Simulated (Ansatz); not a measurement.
Starting cell, InSb (zinc blende):

```
InSb
1.0
    0.00000     3.25957     3.25957
    3.25957     0.00000     3.25957
    3.25957     3.25957     0.00000
Sb In
1 1
Cartesian
  4.88936   4.88936   4.88936
  0.00000   0.00000   0.00000
```

Scan: atom 1 (Sb, nearest neighbour In at 2.823 Å; its periodic images, 4.6 Å or more away, move with it) is displaced along Cartesian z, direction (0.000, 0.000, 1.000) in Cartesian axes, by s. The other atoms stay.

Method: PBEsol (plane waves to 420 eV, PAW, scalar-relativistic; Ansatz, a quantum-chemistry and plane-wave program). k mesh 10×10×10 (Γ-centred), Fermi-Dirac smearing 0.05 eV. The energy includes the smearing's −TS. With partly filled bands, energies and forces of such displacements shift with the k mesh and the smearing. At this level the bands of InSb touch or barely overlap; measurements give the solid a gap. InSb was relaxed with its symmetry unable to fall. Spin-orbit coupling is left out, though Sb is heavy. The zero of ΔE is the undisplaced structure. The last digit holds for this mesh only.

```json
[
 {"s (Å)": "-0.280", "ΔE (meV/cell)": "249.5"},
 {"s (Å)": "-0.224", "ΔE (meV/cell)": "withheld"},
 {"s (Å)": "-0.168", "ΔE (meV/cell)": "91.5"},
 {"s (Å)": "-0.112", "ΔE (meV/cell)": "40.8"},
 {"s (Å)": "-0.056", "ΔE (meV/cell)": "10.2"},
 {"s (Å)": "0.000", "ΔE (meV/cell)": "0.0"},
 {"s (Å)": "0.056", "ΔE (meV/cell)": "10.2"},
 {"s (Å)": "0.112", "ΔE (meV/cell)": "40.8"},
 {"s (Å)": "0.168", "ΔE (meV/cell)": "91.5"},
 {"s (Å)": "0.224", "ΔE (meV/cell)": "withheld"},
 {"s (Å)": "0.280", "ΔE (meV/cell)": "249.5"}
]
```

Problem. Fit an even polynomial form (powers 2, 4) to the given rows and predict ΔE at s = -0.224.

Solution. Least squares on the 9 given rows: ΔE = (3273)·s² + (-1150)·s⁴, in meV/cell with s in Å; root-mean-square residual 0.05 meV/cell. At -0.224 the fit gives 161.3 meV/cell; the calculation gives 161.3 meV/cell, the same to the digits shown. The quadratic term alone would give 164.2 meV/cell.

(For displaced atoms, the force is minus the slope of the energy, and its curvature is a force constant, which sets phonon frequencies.)
